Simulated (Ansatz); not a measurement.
## Where the states of Sn lie

```cif
data_structure
_symmetry_space_group_name_H-M 'Fd-3m:1'
_symmetry_Int_Tables_number 227
_cell_length_a 6.4912
_cell_length_b 6.4912
_cell_length_c 6.4912
_cell_angle_alpha 90.000
_cell_angle_beta 90.000
_cell_angle_gamma 90.000
_cell_volume 273.51
loop_
_atom_site_label
_atom_site_type_symbol
_atom_site_symmetry_multiplicity
_atom_site_Wyckoff_symbol
_atom_site_fract_x
_atom_site_fract_y
_atom_site_fract_z
_atom_site_occupancy
Sn1 Sn 8 a 0.50000 0.00000 0.50000 1
```

The runs use the primitive cell with vectors (0.000, 3.246, 3.246), (3.246, 0.000, 3.246), (3.246, 3.246, 0.000) Å, to which the k mesh refers.

The structure is cubic, space group Fd-3m (No. 227). The conventional cell has a = 6.491 Å, b = 6.491 Å, c = 6.491 Å, α = 90.00°, β = 90.00°, γ = 90.00°. Sn (site symmetry -43m) is surrounded by 4 Sn at 2.81 Å.

The cell is COD entry 9008568, as deposited and not checked against the literature; nothing was relaxed.

No spin–orbit coupling, which matters for the heavy atoms here.

The calculation used DFT, PBEsol, all-electron LAPW, scalar-relativistic in Ansatz 0.2.0.

Sampling and basis: a Γ-centred 11×11×11 k mesh, Fermi–Dirac smearing of 0.05 eV, basis error target 1 meV/atom, no spin polarisation.

States per eV and cell, averaged over 0.6 eV, from -10.0 to 1.8 eV, with energies (bin centres) from the Fermi level; empty bins are left out. 

```json
{"E (eV)": "-9.8", "total": "0.53"}
{"E (eV)": "-9.2", "total": "0.91"}
{"E (eV)": "-8.6", "total": "1.03"}
{"E (eV)": "-8.0", "total": "0.64"}
{"E (eV)": "-7.4", "total": "0.13"}
{"E (eV)": "-6.8", "total": "0.71"}
{"E (eV)": "-6.2", "total": "1.04"}
{"E (eV)": "-5.6", "total": "0.54"}
{"E (eV)": "-5.0", "total": "0.34"}
{"E (eV)": "-4.4", "total": "0.23"}
{"E (eV)": "-3.8", "total": "0.15"}
{"E (eV)": "-3.2", "total": "1.24"}
{"E (eV)": "-2.6", "total": "1.58"}
{"E (eV)": "-2.0", "total": "1.75"}
{"E (eV)": "-1.4", "total": "1.47"}
{"E (eV)": "-0.8", "total": "0.66"}
{"E (eV)": "-0.2", "total": "0.16"}
{"E (eV)": "0.4", "total": "0.15"}
{"E (eV)": "1.0", "total": "1.13"}
{"E (eV)": "1.6", "total": "1.82"}
```
